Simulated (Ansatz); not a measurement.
## KC, one structure, two calculations

Cell: a structure deposited in the COD, its atoms then relaxed with PBE in this cell.

Space group I4_1/acd:1 (No. 142); a = 7.5690, c = 14.5210 Å.

| site | Wyckoff | site symmetry | x | y | z |
| --- | --- | --- | --- | --- | --- |
| K | 16e | .2. | 0.6915 | 0.2500 | 0.8750 |
| C | 16f | ..2 | 0.0591 | 0.0591 | 0.2500 |

One atom of each set is listed; the run and its k-mesh use a cell of 16 atoms with edges of 9.02, 9.02, 9.02 Å.

First run. All values are calculated (Ansatz; DFT, PBE, plane waves and PAW, scalar-relativistic, 420 eV cutoff, Γ-centred 6×6×6 k-points, Fermi–Dirac smearing 0.05 eV), not measured.

| site | V_zz (10²¹ V/m²) | η |
| --- | --- | --- |
| K | -1.16 | 0.49 |
| C | -6.32 | 0.02 |

Second run. The same atoms and settings, except that the functional is r2SCAN and the cutoff is 500 eV.

Question: Given the first result, estimate the second.

Answer: 

```csv
site,V_zz,η,change of V_zz
K,-1.19,0.47,-0.03
C,-6.59,0.02,-0.27
```

The largest change of V_zz is on C, from -6.32 to -6.59. In per cent, |V_zz| changes by +2 on K, +4 on C (all sites that start above 0.5).

The database entry as given showed forces above 3 eV/Å or a pressure above 30 GPa, though relaxing it moves no atom far.
For the second run: The largest force is 0.6 eV/Å, so the atoms aren't at the calculated equilibrium and relaxing them would move these values.
